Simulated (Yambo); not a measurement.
Yambo run on Sr₂RuH₆ (space group Fm-3m, No. 225). The wavefunctions are norm-conserving PBEsol (Quantum ESPRESSO, 84 Ry, no spin-orbit coupling) ones on a 4×4×4 mesh (21 occupied bands); a = b = c = 5.3738 Å, α = β = γ = 60.00°.

Yambo input:

```
rim_cut
gw0
dyson
el_el_corr
HF_and_locXC
ppa
em1d
RandQpts= 1000000
RandGvec= 1 Ry
EXXRLvcs= 20 Ry
VXCRLvcs= 336 Ry
Chimod= "HARTREE"
% BndsRnXp
 5 | 159 |
%
NGsBlkXp= 7 Ry
% LongDrXp
 1.0 | 1.0 | 1.0 |
%
PPAPntXp= 27.2114 eV
% GbndRnge
 1 | 159 |
%
GTermKind= "BG"
DysSolver= "n"
ExtendOut
% QPkrange
 1 | 1 | 21 | 21 |
 7 | 7 | 21 | 22 |
%
```

k points by index: 1 = Γ, 7 = X.

Table of the .qp output:

```
#    K-point    Band    Eo [eV]    E [eV]    E-Eo [eV]    Vxc [eV]    Vnlxc [eV]    Sc|Eo [eV]    Sc|E [eV]    dSc/dw|Eo [eV]    Re(Z)    Im(Z)
#
    1    21    0.000000    -0.152959    -0.152959    -18.56903    -22.15860    3.393438    3.436612    -7.673549    0.780029    -0.001596
    7    21    -0.056774    -0.186181    -0.129407    -18.44248    -21.96090    3.352416    3.389008    -7.686182    0.779747    -0.001601
    7    22    2.110162    3.183419    1.073257    -13.87059    -9.135758    -3.425907    -3.661579    -5.974644    0.819963    -0.001207
```
(The two width columns are left out.) Convergence of these settings isn't established.

Geometry of the Materials Project entry, not relaxed at this level.
